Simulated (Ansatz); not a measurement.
A plane-wave DFT run in Ansatz 0.2.0 (scalar-relativistic PAW potentials unless the input names others): input and command.

```yaml
crystal:
  lattice:
    - [2.7584870145, 0.0, 0.0]
    - [-1.3792435073, 2.3889198306, 0.0]
    - [0.0, 0.0, 4.4108494604]
  atoms:
    - { symbol: Mo, position: [0.0, 0.0, 0.5] }
    - { symbol: Rh, position: [0.3333333333, 0.6666666667, 0.0] }
basis:
  ecutwfc: "550 eV"
kpoints:
  mp_grid: { grid: [36, 36, 18] }
hamiltonian:
  xc: r2scan
scf:
  occupations: { method: gaussian, width: 0.1 }
output:
  forces: true
  eigenvalues: true
  stress: true
```

```bash
ansatz run input.yaml --threads 1 --pin off --max-ram 2560MiB --backend cpu --events-out ev --progress --plain --runs-dir out
```

Abridged log:
```
Basis set: ecut = 550 eV, 845 PW (Γ), exchange–correlation on 96×96×144 points (64 copies of the dense FFT grid, shifted against one another)
Bands: 20, of which v1, the nominal top of the filled ones, is band 16 counted from 1 (15 counted from 0)
Symmetry: 12 space group operations
k-points: 1270 of 23328 (time reversal used)
SCF iter   1: F=—  HF=-11383.055177 eV  |F-HF|=—  |Δ(HF+E_count)|=         —  Δρ=2.56e-2  dr2=3.80e-1  dr2_τ=3.73e-2  ethr=1.77e-3  ⟨swp⟩=5.1  Hψ=108226  notcnv=0
SCF iter   2: F=—  HF=-11383.045588 eV  |F-HF|=—  |Δ(HF+E_count)|=   9.59e-3  Δρ=1.77e-2  dr2=1.19e-1  dr2_τ=3.07e-2  ethr=1.23e-3  ⟨swp⟩=2.0  Hψ=40441  notcnv=0  defer=397
SCF iter   3: F=—  HF=-11383.041191 eV  |F-HF|=—  |Δ(HF+E_count)|=   4.40e-3  Δρ=5.23e-3  dr2=2.42e-3  dr2_τ=2.33e-4  ethr=3.82e-4  ⟨swp⟩=1.8  Hψ=27970  notcnv=0  defer=399
SCF iter   4: F=—  HF=-11383.043000 eV  |F-HF|=—  |Δ(HF+E_count)|=   1.81e-3  Δρ=1.45e-3  dr2=5.94e-4  dr2_τ=7.99e-5  ethr=7.81e-6  ⟨swp⟩=2.1  Hψ=36373  notcnv=0  defer=399
SCF iter   5: F=—  HF=-11383.043136 eV  |F-HF|=—  |Δ(HF+E_count)|=   1.36e-4  Δρ=3.89e-4  dr2=8.21e-5  dr2_τ=3.73e-6  ethr=1.92e-6  ⟨swp⟩=2.2  Hψ=36112  notcnv=0  defer=399
SCF iter   6: F=—  HF=-11383.043134 eV  |F-HF|=—  |Δ(HF+E_count)|=   2.38e-6  Δρ=9.83e-5  dr2=7.70e-7  dr2_τ=1.43e-7  ethr=2.65e-7  ⟨swp⟩=1.0  Hψ=25041  notcnv=0  defer=399
SCF iter   7: F=-11383.043135 eV  HF=-11383.043135 eV  |F-HF|=4.57e-8  |Δ(HF+E_count)|=   1.57e-6  Δρ=2.19e-5  dr2=5.97e-8  dr2_τ=4.35e-9  ethr=3.23e-10  ⟨swp⟩=7.0  Hψ=122000  notcnv=0
SCF 1 converged in 7 iterations: F = -11383.043135 eV  dr2 = 5.97e-8
SCF converged after 7 iterations
Free energy (F): -11383.043135 eV
Harris-Foulkes:  -11383.043135 eV  (|F-HF|=4.57e-8)
Internal energy: -11383.033448 eV  (E = F + TS)
E sigma→0 (E₀):  -11383.038292 eV
Entropy (-TS):   -0.009687 eV (-4.844 meV/atom)
Fermi energy:    21.745643 eV
--- Forces (eV/Å), atoms counted from 1 ---
  atom   1  Mo     0.00000000     0.00000000     0.00000000
  atom   2  Rh     0.00000000     0.00000000     0.00000000
--- Stress (GPa, compression-positive) ---
        0.047301       0.000000       0.000000
        0.000000       0.047301       0.000000
        0.000000       0.000000       0.025683
  P = ⅓ Tr σ = 0.0401 GPa (0.401 kbar)
```

Apart from outputs, empty bands and the relaxation, which only the reference makes, the input differs from a reference run on usual settings in kpoints.mp_grid.grid: [24, 24, 12] → [36, 36, 18]; basis.ecutwfc: 500 → "550 eV". The reference, at the same geometry, ended its own course with pressure -0.01 GPa, largest force 0.000 eV/Å, no gap on the mesh. This run converged in 7 SCF iterations with an energy at zero smearing 1.12 meV/atom above the reference's, pressure 0.04 GPa, largest force 0.000 eV/Å, no gap on the mesh.

Time: 2.5 min on 1 thread of Intel(R) Xeon(R) Platinum 8259CL CPU @ 2.50GHz (Skylake/Cascade Lake), with other jobs on the host, peak memory 1.4 GiB.